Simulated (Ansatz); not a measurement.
Consider the following.

GaAs:
```
CELL_PARAMETERS angstrom
      2.67589     0.00000     0.00000
      0.00000     2.67589     0.00000
      0.00000     0.00000     5.46671
ATOMIC_POSITIONS crystal
  Ga 0.00000 0.00000 0.50000
  As 0.00000 0.00000 0.00000
```

This is the r²SCAN-relaxed structure.

Q: All from DFT-r²SCAN in the program Ansatz with PAW potentials, unless another level is named. Predict the bulk modulus (Birch–Murnaghan fit).

A: 718 kbar.

Q: Next, the highest zone-centre frequency?

A: 141 cm⁻¹.

Space group P4/mmm. The workflow started from a Materials Project entry (that database holds measured and hypothetical structures alike); the Crystallography Open Database copy checked does not list it. It is not the phase usual at ambient conditions (space group No. 216). The cell was relaxed with r²SCAN under the symmetry of its start; of distortions, only those at the zone centre were tested. As this level gives no gap, phonon frequencies hold no LO–TO term and depend on the k-mesh and smearing (Fermi–Dirac, 0.1 eV here). On the denser mesh and wider smearing of the elastic run this cell carries a stress of 1.8 GPa.

Potentials: the later of the program's two PAW sets.
